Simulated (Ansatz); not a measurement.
# Two states of YbMn$_{2}$Sb$_{2}$

```
CELL_PARAMETERS angstrom
4.54524 0.00000 0.00000
-2.27262 3.93629 0.00000
0.00000 0.00000 7.47723
ATOMIC_POSITIONS crystal
Yb 0.00000 0.00000 0.00000
Mn 0.33330 0.66670 0.62000
Mn 0.66670 0.33330 0.38000
Sb 0.33330 0.66670 0.26000
Sb 0.66670 0.33330 0.74000
```

Single point in Ansatz 0.2.0 with PBE, with U_eff = 2.3 eV on Mn d, U_eff = 4.84 eV on Yb f (all-electron-ortho-atomic projectors). Cutoff 420 eV, PAW datasets, 6×6×3 Γ-centred k mesh, gaussian filling (width 0.0495 eV).

State A: Mn2 down, Mn3 up (collinear spin). State B: Mn2 up, Mn3 up (collinear spin).

Question: Which state is lower, and how do they differ?

Answer: State A is lower by 91.3 meV an atom at zero smearing.

```
state  free energy (meV/atom)  largest moment in a small sphere (μB)  net moment (μB/cell)  gap on mesh (eV)  pressure (GPa)  largest force (eV/Å)
    A                     0.0                                   4.24                  0.00              0.28             1.2                  0.67
    B                    90.9                                   4.32                  9.58             metal             2.4                  1.00
```

Origin: a database entry at a rescaled volume. Caveats: no spin-orbit coupling, which can shift this gap by tenths of an eV.
